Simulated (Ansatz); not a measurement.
## PtS2 (P-3m1): gap, valleys and masses

```
CELL_PARAMETERS angstrom
3.57338 0.00000 0.00000
-1.78669 3.09464 0.00000
0.00000 0.00000 4.73711
ATOMIC_POSITIONS crystal
Pt 0.00000 0.00000 0.00000
S 0.33333 0.66667 0.25246
S 0.66667 0.33333 0.74754
```

Conventional cell: a = 3.573 Å, b = 3.573 Å, c = 4.737 Å, α = 90.00°, β = 90.00°, γ = 120.00°. Pt (atom 1) is surrounded by 6 S at 2.38 Å. S (atom 2) has 3 Pt at 2.38 Å as nearest neighbours.

Computed, not measured; unless marked otherwise by PBEsol, all-electron LAPW in Ansatz 0.2.0, with spin-orbit coupling. k mesh 10×10×6, Fermi-Dirac smearing of 0.010 eV, basis error target 1 meV/atom. The cell was relaxed by PAW under this functional, which moved its volume by -4 % from the database entry's.

Extrema are searched on a 8×8×6 mesh and refined by Newton steps; masses come from band slopes 0.005 Å⁻¹ away, 1/m* = (1/ħ²) d²E/dk², negative for holes (the finite step makes the lightest masses up to about 3 % heavy). k is in units of the reciprocal vectors.

Problem. Where are the band edges, and is the gap direct?

Solution. The valence maximum lies at Gamma (0.000, 0.000, 0.000) and the conduction minimum at (0.148, 0.148, -0.500), so the Kohn-Sham gap of 0.181 eV is indirect; the least direct gap on the mesh is 0.977 eV.

Problem. What are the electron masses at the edge?

Solution. The principal masses are 0.157, 0.181, 1.77 mₑ. One valley has a density-of-states mass (m₁m₂m₃)^(1/3) = 0.369; 6 valleys give N^(2/3) times that, 1.22; the direction-averaged conductivity mass 3/Σ(1/mᵢ) is 0.241 mₑ.

Problem. What are the hole masses at the edge?

Solution. The principal masses are 0.349, 0.768, 0.768 mₑ. One valley has a density-of-states mass (m₁m₂m₃)^(1/3) = 0.59; the direction-averaged conductivity mass 3/Σ(1/mᵢ) is 0.548 mₑ.

Problem. What gap does PAW give in the same cell?

Solution. 0.176 eV, -5 meV from the LAPW value.

Problem. What does spin-orbit coupling change?

Solution. The gap goes from 0.129 to 0.181 eV. The valence levels at the maximum lie at 0.000 eV (pairs).

Keep in mind: semilocal gaps are low, and what follows the gap (onsets, screening, light masses) shifts with it; no dispersion correction, so the spacing and stiffness between layers or molecules are poor; the k mesh misses the point K, so gaps read on it can be too wide; the frozen-core PAW files of the compared runs were fitted under PBE, their cores solved anew for this functional.
